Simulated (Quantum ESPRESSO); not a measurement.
# Y2MgF8: one run as intended and one with a planted mistake

Computed values, not a measurement. The program is pw.x of Quantum ESPRESSO 7.5 (plane-wave density functional theory). The cell is made up: 11 atoms on a fluorite lattice with one site empty, with randomly drawn elements, strain and displacements, not relaxed. PseudoDojo standard norm-conserving files (v0.5 for PBE, v0.4.1 for LDA and PBEsol) set the functional; there is no spin polarisation, spin-orbit coupling or dispersion term, and the masses in the input are unused placeholders.

Intended input:

```
&control calculation='scf', pseudo_dir='./dojo.nc.sr.pbe.v0_5.standard.upf', outdir='./o', disk_io='low', tprnfor=.true., tstress=.true. /
&system ibrav=0, nat=11, ntyp=3, nbnd=50, ecutwfc=84.00895049, nosym=.true., tot_charge=0,
 occupations='smearing', smearing='fd', degauss=0.0018374661
/
&electrons conv_thr=7.350e-09, electron_maxstep=60, /
ATOMIC_SPECIES
F 1.0 F.upf
Mg 1.0 Mg.upf
Y 1.0 Y.upf
CELL_PARAMETERS angstrom
5.2081 0.0 0.0
0.0 5.2081 0.0
0.0 0.0 5.2081
ATOMIC_POSITIONS angstrom
Y -0.0056 -0.0396 -0.0826
Mg -0.0287 2.4612 2.5486
Y 2.5535 2.5612 0.0883
F 1.3359 1.3519 1.2499
F 1.3146 1.3079 3.8299
F 1.3349 3.8217 1.2396
F 1.2791 3.8535 4.0649
F 3.9429 1.3012 1.2519
F 3.7582 1.3173 3.9217
F 3.9559 3.9768 1.2184
F 3.8467 3.9448 3.9188
K_POINTS automatic
4 4 4 1 1 1
```

The log is shortened where brackets say so; the opening notice, blank lines, dates and the lines on written files are dropped, and the path of the files is cut. It prints rydbergs, bohrs and kilobars, and counts compression as positive stress. Where no state is partly filled, the Fermi energy that it prints is only some level between the filled and the empty states on the mesh, and need not lie in the true gap.

Log of the intended run:

```
     Program PWSCF v.7.5
     Parallel version (MPI & OpenMP), running on       4 processor cores
     Number of MPI processes:                 4
     Threads/MPI process:                     1
     [start-up lines left out]
     bravais-lattice index     =            0
     lattice parameter (alat)  =       9.8419  a.u.
     unit-cell volume          =     953.3109 (a.u.)^3
     number of atoms/cell      =           11
     number of atomic types    =            3
     number of electrons       =        88.00
     number of Kohn-Sham states=           50
     kinetic-energy cutoff     =      84.0090  Ry
     charge density cutoff     =     336.0358  Ry
     scf convergence threshold =      7.3E-09
     mixing beta               =       0.7000
     number of iterations used =            8  plain     mixing
     Exchange-correlation= PBE
                           (   1   4   3   4   0   0   0)
     [axes and pseudopotential details left out]
   Cartesian axes
     site n.     atom                  positions (alat units)
         1        Y      tau(   1) = (  -0.0010752  -0.0076035  -0.0158599  )
         2        Mg     tau(   2) = (  -0.0055106   0.4725716   0.4893531  )
         3        Y      tau(   3) = (   0.4902940   0.4917724   0.0169544  )
         4        F      tau(   4) = (   0.2565043   0.2595764   0.2399916  )
         5        F      tau(   5) = (   0.2524145   0.2511281   0.7353737  )
         6        F      tau(   6) = (   0.2563123   0.7337993   0.2380139  )
         7        F      tau(   7) = (   0.2455982   0.7399051   0.7804958  )
         8        F      tau(   8) = (   0.7570707   0.2498416   0.2403756  )
         9        F      tau(   9) = (   0.7216067   0.2529329   0.7530001  )
        10        F      tau(  10) = (   0.7595668   0.7635798   0.2339433  )
        11        F      tau(  11) = (   0.7385995   0.7574355   0.7524433  )
     number of k points=    32  Fermi-Dirac smearing, width (Ry)=  0.0018
                       cart. coord. in units 2pi/alat
        k(    1) = (   0.1250000   0.1250000   0.1250000), wk =   0.0625000
        k(    2) = (   0.1250000   0.1250000   0.3750000), wk =   0.0625000
     [further k points left out]
     Dense  grid:    99225 G-vectors     FFT dimensions: (  60,  60,  60)
     Estimated max dynamical RAM per process >     218.07 MB
     Estimated total dynamical RAM >     799.61 MB
     Initial potential from superposition of free atoms
     starting charge      87.9902, renormalised to      88.0000
     Starting wfcs are   57 randomized atomic wfcs
     total cpu time spent up to now is        3.5 secs
     per-process dynamical memory:   154.9 Mb
     Self-consistent Calculation
     iteration #  1     ecut=    84.01 Ry     beta= 0.70
     Davidson diagonalization with overlap
     ethr =  1.00E-02,  avg # of iterations =  2.1
     total cpu time spent up to now is        8.6 secs
     total energy              =    -677.43140948 Ry
     estimated scf accuracy    <       1.55695135 Ry
     iteration #  2     ecut=    84.01 Ry     beta= 0.70
     Davidson diagonalization with overlap
     ethr =  1.77E-03,  avg # of iterations =  3.1
     total cpu time spent up to now is       15.1 secs
     total energy              =    -677.87455990 Ry
     estimated scf accuracy    <       1.28870189 Ry
     [iterations 3 to 9 left out]
     iteration # 10     ecut=    84.01 Ry     beta= 0.70
     Davidson diagonalization with overlap
     ethr =  9.65E-11,  avg # of iterations =  2.0
     total cpu time spent up to now is       67.3 secs
     total energy              =    -678.13337467 Ry
     estimated scf accuracy    <          7.7E-09 Ry
     iteration # 11     ecut=    84.01 Ry     beta= 0.70
     Davidson diagonalization with overlap
     ethr =  8.80E-12,  avg # of iterations =  3.6
     total cpu time spent up to now is       74.3 secs
     End of self-consistent calculation
     [lines on levels left out]
     the Fermi energy is     8.7267 ev
!    total energy              =    -678.13337467 Ry
     estimated scf accuracy    <          6.4E-10 Ry
     smearing contrib. (-TS)   =       0.00000000 Ry
     internal energy E=F+TS    =    -678.13337467 Ry
     The total energy is F=E-TS. E is the sum of the following terms:
     one-electron contribution =    -302.23079495 Ry
     hartree contribution      =     195.38601187 Ry
     xc contribution           =    -137.20111724 Ry
     ewald contribution        =    -434.08747436 Ry
     convergence has been achieved in  11 iterations
     Forces acting on atoms (cartesian axes, Ry/au):
     atom    1 type  3   force =    -0.01091675    0.02038037   -0.00135518
     atom    2 type  2   force =    -0.00223628    0.00762682    0.00940839
     atom    3 type  3   force =     0.06173187    0.02610730   -0.05996655
     atom    4 type  1   force =    -0.05945341   -0.03327317    0.02707471
     atom    5 type  1   force =    -0.05229903    0.01553908    0.00004594
     atom    6 type  1   force =    -0.05162771    0.02298277    0.05632996
     atom    7 type  1   force =    -0.01871784   -0.01957602   -0.05444140
     atom    8 type  1   force =     0.03511490    0.02606123    0.02616139
     atom    9 type  1   force =     0.06263699    0.01044786   -0.01408251
     atom   10 type  1   force =     0.00987319   -0.04494669    0.02566955
     atom   11 type  1   force =     0.02589408   -0.03134955   -0.01484430
     Total force =     0.196647     Total SCF correction =     0.000075
     Computing stress (Cartesian axis) and pressure
          total   stress  (Ry/bohr**3)                   (kbar)     P=       76.57
   0.00050856  -0.00006995  -0.00017560           74.81      -10.29      -25.83
  -0.00006995   0.00059051   0.00002931          -10.29       86.87        4.31
  -0.00017560   0.00002931   0.00046236          -25.83        4.31       68.02
     init_run     :      3.18s CPU      3.30s WALL (       1 calls)
     electrons    :     70.52s CPU     70.82s WALL (       1 calls)
     forces       :      1.25s CPU      1.25s WALL (       1 calls)
     stress       :      4.00s CPU      4.00s WALL (       1 calls)
     [timing details left out]
     PWSCF        :   1m19.17s CPU   1m19.64s WALL
     JOB DONE.
```

A second run has one planted mistake: the cell has the wrong charge. The input lines that differ, file-writing options aside:

```
- &system ibrav=0, nat=11, ntyp=3, nbnd=50, ecutwfc=84.00895049, nosym=.true., tot_charge=0,
+ &system ibrav=0, nat=11, ntyp=3, nbnd=50, ecutwfc=84.00895049, nosym=.true., tot_charge=1,
```

Its log:

```
     Program PWSCF v.7.5
     Parallel version (MPI & OpenMP), running on       4 processor cores
     Number of MPI processes:                 4
     Threads/MPI process:                     1
     [start-up lines left out]
     bravais-lattice index     =            0
     lattice parameter (alat)  =       9.8419  a.u.
     unit-cell volume          =     953.3109 (a.u.)^3
     number of atoms/cell      =           11
     number of atomic types    =            3
     number of electrons       =        87.00
     number of Kohn-Sham states=           50
     kinetic-energy cutoff     =      84.0090  Ry
     charge density cutoff     =     336.0358  Ry
     scf convergence threshold =      7.3E-09
     mixing beta               =       0.7000
     number of iterations used =            8  plain     mixing
     Exchange-correlation= PBE
                           (   1   4   3   4   0   0   0)
     [axes and pseudopotential details left out]
   Cartesian axes
     site n.     atom                  positions (alat units)
         1        Y      tau(   1) = (  -0.0010752  -0.0076035  -0.0158599  )
         2        Mg     tau(   2) = (  -0.0055106   0.4725716   0.4893531  )
         3        Y      tau(   3) = (   0.4902940   0.4917724   0.0169544  )
         4        F      tau(   4) = (   0.2565043   0.2595764   0.2399916  )
         5        F      tau(   5) = (   0.2524145   0.2511281   0.7353737  )
         6        F      tau(   6) = (   0.2563123   0.7337993   0.2380139  )
         7        F      tau(   7) = (   0.2455982   0.7399051   0.7804958  )
         8        F      tau(   8) = (   0.7570707   0.2498416   0.2403756  )
         9        F      tau(   9) = (   0.7216067   0.2529329   0.7530001  )
        10        F      tau(  10) = (   0.7595668   0.7635798   0.2339433  )
        11        F      tau(  11) = (   0.7385995   0.7574355   0.7524433  )
     number of k points=    32  Fermi-Dirac smearing, width (Ry)=  0.0018
                       cart. coord. in units 2pi/alat
        k(    1) = (   0.1250000   0.1250000   0.1250000), wk =   0.0625000
        k(    2) = (   0.1250000   0.1250000   0.3750000), wk =   0.0625000
     [further k points left out]
     Dense  grid:    99225 G-vectors     FFT dimensions: (  60,  60,  60)
     Estimated max dynamical RAM per process >     218.07 MB
     Estimated total dynamical RAM >     799.61 MB
     Initial potential from superposition of free atoms
     starting charge      87.9902, renormalised to      87.0000
     Starting wfcs are   57 randomized atomic wfcs
     total cpu time spent up to now is        3.3 secs
     per-process dynamical memory:   154.9 Mb
     Self-consistent Calculation
     iteration #  1     ecut=    84.01 Ry     beta= 0.70
     Davidson diagonalization with overlap
     ethr =  1.00E-02,  avg # of iterations =  2.0
     total cpu time spent up to now is        8.2 secs
     total energy              =    -677.62358570 Ry
     estimated scf accuracy    <       1.73234336 Ry
     iteration #  2     ecut=    84.01 Ry     beta= 0.70
     Davidson diagonalization with overlap
     ethr =  1.99E-03,  avg # of iterations =  3.0
     total cpu time spent up to now is       14.3 secs
     total energy              =    -677.97229238 Ry
     estimated scf accuracy    <       1.98559386 Ry
     [iterations 3 to 17 left out]
     iteration # 18     ecut=    84.01 Ry     beta= 0.70
     Davidson diagonalization with overlap
     ethr =  7.57E-10,  avg # of iterations =  1.0
     total cpu time spent up to now is       93.0 secs
     total energy              =    -678.39509891 Ry
     estimated scf accuracy    <       0.00000005 Ry
     iteration # 19     ecut=    84.01 Ry     beta= 0.70
     Davidson diagonalization with overlap
     ethr =  5.19E-11,  avg # of iterations =  1.0
     total cpu time spent up to now is       97.6 secs
     End of self-consistent calculation
     [lines on levels left out]
     the Fermi energy is     3.2185 ev
!    total energy              =    -678.39509891 Ry
     estimated scf accuracy    <          5.6E-09 Ry
     smearing contrib. (-TS)   =      -0.00116951 Ry
     internal energy E=F+TS    =    -678.39392940 Ry
     The total energy is F=E-TS. E is the sum of the following terms:
     one-electron contribution =    -302.05789527 Ry
     hartree contribution      =     193.87787863 Ry
     xc contribution           =    -136.12643841 Ry
     ewald contribution        =    -434.08747436 Ry
     convergence has been achieved in  19 iterations
     Forces acting on atoms (cartesian axes, Ry/au):
     atom    1 type  3   force =     0.00229762    0.03508255    0.01198301
     atom    2 type  2   force =     0.00287166    0.00492092    0.00170012
     atom    3 type  3   force =     0.05441988    0.01756866   -0.04706142
     atom    4 type  1   force =    -0.05954760   -0.03228726    0.02921473
     atom    5 type  1   force =    -0.04292281    0.01516650   -0.00318368
     atom    6 type  1   force =    -0.05239820    0.02549030    0.05561104
     atom    7 type  1   force =    -0.01492204   -0.02114577   -0.05892927
     atom    8 type  1   force =     0.03253324    0.02197841    0.02550950
     atom    9 type  1   force =     0.05487121    0.00656699   -0.02253714
     atom   10 type  1   force =     0.00589010   -0.04237852    0.02911732
     atom   11 type  1   force =     0.01690692   -0.03096276   -0.02142421
     Total force =     0.187592     Total SCF correction =     0.000169
     Computing stress (Cartesian axis) and pressure
          total   stress  (Ry/bohr**3)                   (kbar)     P=      -44.18
  -0.00030526  -0.00007189  -0.00019471          -44.91      -10.58      -28.64
  -0.00007189  -0.00023112   0.00002285          -10.58      -34.00        3.36
  -0.00019471   0.00002285  -0.00036469          -28.64        3.36      -53.65
     init_run     :      3.10s CPU      3.23s WALL (       1 calls)
     electrons    :     94.04s CPU     94.36s WALL (       1 calls)
     forces       :      1.34s CPU      1.34s WALL (       1 calls)
     stress       :      3.64s CPU      3.64s WALL (       1 calls)
     [timing details left out]
     PWSCF        :   1m42.22s CPU   1m42.70s WALL
     JOB DONE.
```

|  | intended run | run with the mistake |
| --- | --- | --- |
| free energy (eV) | -9226.475 | -9230.036 |
| smearing term -TS (eV) | 0.0000 | -0.0159 |
| pressure (GPa) | 7.66 | -4.42 |
| largest force component (eV/Å) | 1.610 | 1.531 |
| largest change of a force component (eV/Å) |  | 0.378 |
| iterations | 11 | 19 |

For scale, a rerun of the intended cell at 1437 eV and a 6 x 6 x 6 mesh moved values by no more than 0.004 eV in energy, 0.02 GPa in stress and 0.002 eV/Å in force. The charged cell sits in a uniform background, so its energy and stress rest on the program's zero of potential.